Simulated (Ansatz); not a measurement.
An element in the bcc structure gives these cold pressures by all-electron LAPW under PBEsol (Ansatz 0.2.0, scalar-relativistic, no spin polarisation).

| V (Å³/atom) | P (GPa) |
| --- | --- |
| 25.84 | 0.04 |
| 24.55 | 2.58 |
| 21.96 | 10.81 |
| 19.38 | 26.3 |
| 16.80 | 56.9 |
| 14.21 | 120.6 |
| 11.63 | 266.7 |
| 10.34 | 410.5 |

Question: Which element is it?

Answer: In. Its zero-pressure volume in this structure is near 25.8 Å³/atom; the volume and the steepness of P(V) together point to it, though neighbours can come close. Other candidates weren't computed, and some may come near.
